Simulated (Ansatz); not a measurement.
# Ga (bcc): energy against volume

Level of theory: Ansatz, DFT, r2SCAN, plane waves (500 eV) with PAW, scalar-relativistic. (PAW data from PBE, frozen cores regenerated.)

The cell is scaled uniformly from the relaxed one, with fractional coordinates and shape fixed. Energies are extrapolated to zero smearing, pressures are those at the given smearing. Magnetic state: spin not included.

A Birch-Murnaghan fit gives V₀ = 18.12 Å³/atom, B₀ = 58 GPa, B₀′ = 5.2.

Task: What are the energy above the minimum and the pressure at 16.745 Å³/atom?

Result: 22.1 meV/atom and 5.60 GPa as computed.

Task: What are the energy above the minimum and the pressure at 18.929 Å³/atom?

Result: 6.0 meV/atom and -2.20 GPa as computed.

Task: What are the energy above the minimum and the pressure at 20.385 Å³/atom?

Result: 39.9 meV/atom and -4.93 GPa as computed.
